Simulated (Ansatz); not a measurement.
Li3BrO:
```
CELL_PARAMETERS angstrom
      3.93650     0.00000     0.00000
      0.00000     3.93650     0.00000
      0.00000     0.00000     3.93650
ATOMIC_POSITIONS crystal
  Li 0.50000 0.00000 0.00000
  Li 0.00000 0.50000 0.00000
  Li 0.00000 0.00000 0.50000
  Br 0.50000 0.50000 0.50000
  O  0.00000 0.00000 0.00000
```

This is the PBEsol-relaxed structure.

**Question.** All from the program Ansatz at the PBEsol level (PAW), unless another level is named. Give the HSE06 gap on the PBEsol cell.

**Answer.** 5.90 eV.

**Question.** Predict the electron effective mass with spin–orbit coupling.

**Answer.** 0.21, 0.71, 0.71 mₑ (principal values).

**Question.** What about the gap with spin–orbit coupling?

**Answer.** 4.29 eV.

Space group Pm-3m (anti-perovskite). The first step of the workflow began from a Materials Project structure, measured or hypothetical; the Crystallography Open Database files this formula in space group No. 221, but the cells were not matched. Its standing as an ambient phase is unchecked. Symmetry was held in the PBEsol relaxation; whether a distortion lowers the energy is not shown. Spin–orbit coupling is left out wherever it is not named.

Potentials: the later of the program's two PAW sets.
